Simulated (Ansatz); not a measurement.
Be (fcc): energy against volume

These are results of DFT, r2SCAN, plane waves (500 eV) with PAW, scalar-relativistic (Ansatz 0.2.0), not measurements. (PAW data from PBE, frozen cores regenerated.)

The cell is scaled uniformly from the relaxed one, with fractional coordinates and shape fixed. Energies are extrapolated to zero smearing, pressures are those at the given smearing. Magnetic state: spin not included.

A Birch-Murnaghan fit gives V₀ = 7.88 Å³/atom, B₀ = 122 GPa, B₀′ = 3.4.

Question: What are the energy above the minimum and the pressure at 6.939 Å³/atom?

Answer: 51.1 meV/atom and 19.21 GPa as computed.

Question: What are the energy above the minimum and the pressure at 8.516 Å³/atom?

Answer: 17.7 meV/atom and -8.19 GPa as computed.

Question: What are the energy above the minimum and the pressure at 8.831 Å³/atom?

Answer: 37.4 meV/atom and -11.31 GPa as computed.
